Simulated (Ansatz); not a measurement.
# Structure relaxation, CoSi₂

The start is a randomly generated symmetric cell of CoSi2 (space group No. 63). The structure is fully relaxed (lattice and positions, P = 0) with r2SCAN (plane waves to 500 eV, PAW, scalar-relativistic; Ansatz, a program for electronic structure). The first steps use a coarse 6×6×4 k-mesh.

The start:
```yaml
crystal:
  lattice:
    - [2.33675, -3.02873, 0.00000]
    - [2.33675, 3.02873, 0.00000]
    - [0.00000, 0.00000, 5.68341]
  atoms:
    - { symbol: Co, position: [0.50000, 0.50000, 0.00000] }
    - { symbol: Co, position: [0.50000, 0.50000, 0.50000] }
    - { symbol: Si, position: [0.00000, 0.00000, 0.00000] }
    - { symbol: Si, position: [0.00000, 0.00000, 0.50000] }
    - { symbol: Si, position: [0.69073, 0.30927, 0.25000] }
    - { symbol: Si, position: [0.30927, 0.69073, 0.75000] }
```
Spin-polarised start, with parallel moments on Co.

Initial pressure: +37 GPa (positive: the cell is compressed)
Largest initial force: about 8.1 eV/Å, on Si5, Si6 (atoms numbered as listed)
Outcome: The space group stays Cmcm (No. 63) (the run could not lower it), with 6 atoms in the primitive cell
Energy released: 0.79 eV/atom
Volume change: +11.9 %, from 13.41 to 15.00 Å³/atom
Band gap at the end: no gap (metallic)
Moments at the end: zero (the starting moments vanished)
Optimiser moves: 17

Final values are on a 12×12×9 k-mesh of the relaxed cell. No spin polarisation in the result: the starting moments vanished. A magnetic state may lie lower.

The run could not lose the symmetry of its start: the end is stationary, and may be a saddle point rather than a minimum.

The relaxed structure here is a generated cell of CoSi2: the first start was made by a random draw of sites in a space group, and the end was not matched to a known phase here, so it may be hypothetical. Known forms of CoSi2 include space group No. 225.
